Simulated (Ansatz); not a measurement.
MoSe$_{2}$:
```
CELL_PARAMETERS angstrom
      3.24836     0.00000     0.00000
     -1.62418     2.81316     0.00000
      0.00000     0.00000    12.74184
ATOMIC_POSITIONS crystal
  Mo 0.33333 0.66667 0.25000
  Mo 0.66667 0.33333 0.75000
  Se 0.33333 0.66667 0.61993
  Se 0.66667 0.33333 0.11993
  Se 0.66667 0.33333 0.38007
  Se 0.33333 0.66667 0.88007
```

Relaxed with LDA. Special points in fractions of this cell's reciprocal vectors: Γ (0.000, 0.000, 0.000); M (0.500, 0.000, 0.000); K (0.333, 0.333, 0.000); A (0.000, 0.000, 0.500); L (0.500, 0.000, 0.500); H (0.333, 0.333, 0.500).

Q: List the band energies nearest the valence-band maximum at these points for DFT-LDA in the program Ansatz with PAW potentials.

A: In eV from the valence-band maximum; about four levels below and three above (degenerate sets whole), none deeper than 8.9 eV; points with the same levels are listed once.

| k | below | above |
|---|---|---|
| Γ | -1.52 -1.52 -1.26 -0.75 0.00 | 2.56 2.56 2.63 2.63 |
| M | -1.26 -1.16 -1.16 -0.86 | 1.61 1.66 1.83 |
| K | -2.43 -2.43 -0.57 -0.32 | 1.19 1.19 1.51 |
| A | -1.55 -1.55 -1.55 -1.55 -0.18 -0.18 | 2.57 2.57 2.57 2.57 |
| L | -1.20 -1.20 -1.01 -1.01 | 1.63 1.63 2.05 2.05 |
| H | -2.65 -2.65 -0.47 -0.47 | 1.20 1.20 2.06 2.06 |

Space group P6_3/mmc. The cell was relaxed with LDA under the symmetry of its start; phonons on a q-mesh show no instability. The run is not spin-polarised. A crystal of weakly bound layers computed without a dispersion correction: the cell and the soft elastic constants depend strongly on that. Scalar-relativistic: spin–orbit coupling is off unless named, which matters more the heavier the elements.

Potentials: the later of the program's two PAW sets.
